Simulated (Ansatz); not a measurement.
GaPt3 (Cu3Au type, Pm-3m), r²SCAN (plane waves, PAW; program Ansatz), all energies at zero smearing, with the estimated change up to a 700 eV cutoff added, with one set of potentials and settings (totals compare only within such a set). Cell of 4 atoms (1 Ga, 3 Pt): -41402.470 eV.

| element | reference phase | E (eV/atom) |
|---|---|---|
| Ga | Cmce, 4 atoms in the cell | -3790.2689 |
| Pt | Fm-3m, 1 atoms in the cell | -12536.7848 |

Formation energy per atom, worked out: (-41402.470 − 1×(-3790.2689) − 3×(-12536.7848))/4 = -0.462 eV/atom (-45 kJ per mol of atoms), at 0 K, without zero-point energy or fitted corrections.

The first step of the workflow began from a Materials Project structure, measured or hypothetical; the Crystallography Open Database copy checked does not list it. COD files the formula under space group No. 127. Whether it is the stable phase at ambient conditions was not checked. The r²SCAN relaxation kept the symmetry of its start; its stability against distortions is not shown here. No spin polarisation was allowed. The references are the lowest solids computed at this level, not always the standard phases. Spin–orbit coupling is left out wherever it is not named.

Potentials: the later of the program's two PAW sets.
